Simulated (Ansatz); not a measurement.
Values for one crystal, relaxed and computed with DFT-PBE in the program Ansatz with PAW potentials; other levels are named.

Volume per atom: 13.67 Å³
Electronic character: metallic (no gap)
Formation energy from the elements (no fitted shifts): -342 meV/atom
Density of states at the Fermi level: 0.07 states/eV per atom (mean over ±0.08 eV)

Problem. Which compound is it?
A. BeS, CsCl type
B. Y3Si, Fm-3m (Si on 4a, Y on 4b, Y on 8c)
C. NbP, I4_1md (Nb on 4a, P on 4a)
D. Si2W, MoSi2 or CaC2 type

Solution. D, Si2W, MoSi2 or CaC2 type

Space group I4/mmm (MoSi2 or CaC2 type). The cell was relaxed with PBE under the symmetry of its start. No spin polarisation was allowed. The references are the lowest solids computed at this level, not always the standard phases. Scalar-relativistic: spin–orbit coupling is off unless named, which matters more the heavier the elements.

Potentials: the later of the program's two PAW sets.
